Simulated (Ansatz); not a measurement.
This guess for Sn3PbSe4 is about to be relaxed.

Space group I4/mmm (No. 139). a = 6.111 Å, b = 6.111 Å, c = 12.222 Å, α = 90.00°, β = 90.00°, γ = 90.00°
| atom | site | symmetry | x | y | z |
| --- | --- | --- | --- | --- | --- |
| Sn | 4d | -4m2 | 0.0000 | 0.5000 | 0.2500 |
| Sn | 2b | 4/mmm | 0.5000 | 0.5000 | 0.0000 |
| Pb | 2a | 4/mmm | 0.0000 | 0.0000 | 0.0000 |
| Se | 4e | 4mm | 0.5000 | 0.5000 | 0.2500 |
| Se | 4c | mmm. | 0.0000 | 0.5000 | 0.0000 |

Method: DFT PBE, scalar-relativistic, plane waves, PAW (Ansatz). Cutoff 420 eV, Gaussian smearing, Γ-centred meshes. Cell and atoms relax on a converged mesh. The steps can't lower the symmetry of their start. No spin polarisation.

A guess keeps its type if space group and coordination stay and the shape of the cell changes little (axis ratios within about 15 %, angles within 6°); the volume may change.

Question: Will the relaxed cell still be of the starting type?

Answer: It keeps its type. The symmetry stays I4/mmm (No. 139). The volume per atom stays near 28.4 Å³. The shortest distance goes from 3.06 Å (Pb–Se and Sn–Se) to 3.01 Å (Sn–Se). The ratio c/a of the conventional cell changes by a factor of 1.00. Counting neighbours within 15 % of an atom's shortest distance, the start has Pb 6, Se 6, Sn 6 and the end Pb 6, Se 6, Sn 6.

The zero of energy is the elements' standard structures at the same level; no fitted shifts are applied. The references include grey tin.

Question: At what energy does it end?

Answer: −0.462 eV/atom. It lies below the elements, which doesn't yet make it stable against other compounds or structures.

The last run used an 8×8×8 mesh for its 8-atom cell and Gaussian smearing of 0.01 eV. These runs have no spin–orbit coupling, which can matter for Pb. The reference form of Se is held partly by dispersion forces, which this level lacks. A structure relaxed within its symmetry needn't be a true minimum.
